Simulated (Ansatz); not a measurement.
# Strain and the gap of AgLaS2 (ordering on rocksalt)

AgLaS2, ordered on the rocksalt lattice (P4/mmm) with 4 atoms a cell, relaxed with r2SCAN in the plane-wave code Ansatz. It is tetragonal, P4/mmm (No. 123); a = 4.130 Å, c = 5.605 Å in the conventional setting, 23.90 Å³ an atom. Ag is surrounded by 6 S at 2.80–2.92 Å; S is surrounded by 2 Ag at 2.80 Å and 4 La at 2.92 Å; La is surrounded by 6 S at 2.80–2.92 Å; S is surrounded by 2 La at 2.80 Å and 4 Ag at 2.92 Å.

The axes x, y and z are those of this cell:
```
CELL_PARAMETERS angstrom
4.13002 0.00000 0.00000
0.00000 4.13002 0.00000
0.00000 0.00000 5.60490
ATOMIC_POSITIONS crystal
Ag 0.00000 0.00000 0.00000
S 0.00000 0.00000 0.50000
La 0.50000 0.50000 0.50000
S 0.50000 0.50000 0.00000
```

Unstrained: The HSE06 gap is indirect, 0.344 eV (R to Z), below the direct gap of 1.789 eV at k = (0.150, 0.150, 1/2). A second conduction valley, at Γ, lies only 25 meV higher, so their order isn't settled. Meshes: HSE06 4×4×4. Strains are changes of length per length. After each strain the atoms were relaxed again with r2SCAN within the symmetry that the strain leaves, so tilts or polar shifts that break it weren't tested; points keep the names that they have in the unstrained zone. The calculation is spin-unpolarised, and the structure need not be a phase that has been made.

Changes of the least gap in eV (an overlap counts as a negative gap):
```tsv
strain	volume change (%)	space group	HSE06
epitaxial +3.64 % in the xy plane, free normal strain -1.42 %	+5.9	P4/mmm	+0.318
uniaxial -5.42 % along z	-5.4	P4/mmm	-0.163
```

Epitaxial +3.64 % in the xy plane, free normal strain -1.42 %. HSE06: the gap goes from 0.344 to 0.662 eV (+0.318 eV).

Uniaxial -5.42 % along z, other directions held. HSE06: the gap goes from 0.344 to 0.181 eV (-0.163 eV).

The runs are scalar-relativistic, without spin-orbit coupling.

Coordinates of k points refer to the reciprocal vectors of the primitive cell of the runs.

The meshes of the hybrids are coarse, so their gaps aren't converged to the digits shown.
